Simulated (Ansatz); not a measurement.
Relaxed-ion elastic tensor of Sr₂SnO₄ in space group I4/mmm (No. 139; Sr on 4e, Sn on 2a, O on 4e, O on 4c) in GPa (Voigt order), plane-wave PAW LDA (Ansatz code); density 5.95 g/cm³, 14.27 Å³ per atom.

```
 253  50.5  85.5   0.0   0.0   0.0
50.5   253  85.5   0.0   0.0   0.0
85.5  85.5   267   0.0   0.0   0.0
 0.0   0.0   0.0  64.1   0.0   0.0
 0.0   0.0   0.0   0.0  64.1   0.0
 0.0   0.0   0.0   0.0   0.0  59.1
```

### Question
Is the crystal mechanically stable?

### Answer
Yes: the smallest eigenvalue of C is 59.1 GPa.

### Question
Work out the Voigt, Reuss and Hill averages.

### Answer
K_V = 135, K_R = 134, K_H = 135; G_V = 74.2, G_R = 71.2, G_H = 72.7 GPa.

### Question
Give Young's modulus, Poisson's ratio, Pugh's ratio and the universal anisotropy index.

### Answer
E = 9KG/(3K + G) = 185 GPa; ν = 0.27; K/G = 1.85 (ductile by the Pugh limit of 1.75); A_U = 5G_V/G_R + K_V/K_R − 6 = 0.22.

### Question
Estimate the sound speeds and the Debye temperature.

### Answer
v_l = √((K + 4G/3)/ρ) = 6240 m/s, v_t = √(G/ρ) = 3500 m/s, mean 3890 m/s; Θ = (h/k)(3n/4πV)^(1/3) v_m = 478 K.

### Question
How much does each axis shrink under pressure?

### Answer
Linear compressibilities β_i = Σ_j S_ij (j = 1 to 3): x 2.7, y 2.7, z 2.0 per TPa.

The workflow started from a Materials Project entry (that database holds measured and hypothetical structures alike); the Crystallography Open Database files this formula in space group No. 139, but the cells were not matched. Whether it is the stable phase at ambient conditions was not checked. The cell was relaxed with LDA under the symmetry of its start; of distortions, only those at the zone centre were tested. Spin–orbit coupling is left out wherever it is not named.

Potentials: the later of the program's two PAW sets.
